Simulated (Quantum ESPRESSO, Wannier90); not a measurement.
# Ca (Cmcm, model phase), plane waves to Wannier functions

```xyz
2
Lattice="1.9713 -3.3955 0.0000 1.9713 3.3955 0.0000 0.0000 0.0000 6.5091" Properties=species:S:1:pos:R:3 pbc="T T T"
Ca     0.0000     1.1165     1.6273
Ca     0.0000    -1.1165    -1.6273
```

Materials Project entry mp-132; symmetrised, unrelaxed at this level. This isn't the element's usual structure (fcc); take it as a model of another phase. The atoms lie within 0.1 Å of the higher space group P6_3/mmc. Level: PBEsol, no spin polarisation, no spin-orbit coupling; pw.x of Quantum ESPRESSO at 55 Ry with PseudoDojo potentials, 8×8×4 k-points, Wannier90. Density: 12×12×8 mesh, cold smearing 0.01 Ry.

A tight-binding model is made by disentanglement and projection with no localisation steps (num_iter = 0), so the 18 orbitals stay atom-like: hydrogen-like Ca: s;p;d, axes along x, y, z; frozen window up to 1.50 eV relative to the Fermi level. It follows pw.x to 6.4 meV rms for states up to 1.0 eV relative to the Fermi level. Matrix elements depend on this choice of orbitals and windows.

**Question.** What are the on-site energies relative to the Fermi level, and how fast do the hoppings decay?

**Answer.** 
```tsv
atom	orbitals	energy (eV)
Ca1	s	2.26
Ca1	pz	5.76
Ca1	px	5.82
Ca1	py	5.86
Ca1	dz2	2.97
Ca1	dxz dyz	2.90
Ca1	dx2-y2	2.92
Ca1	dxy	2.94
Ca2	s	2.26
Ca2	pz	5.76
Ca2	px	5.82
Ca2	py	5.86
Ca2	dz2	2.97
Ca2	dxz dyz	2.90
Ca2	dx2-y2	2.92
Ca2	dxy	2.94
```

```tsv
distance of the centres (Å)	largest modulus (eV)
3–4	1.5
4–5	0.83
5–6	0.13
6–7	0.056
7–8	0.14
8–9	0.033
9–10	0.016
10–11	0.025
11–12	0.019
12–13	0.0073
```
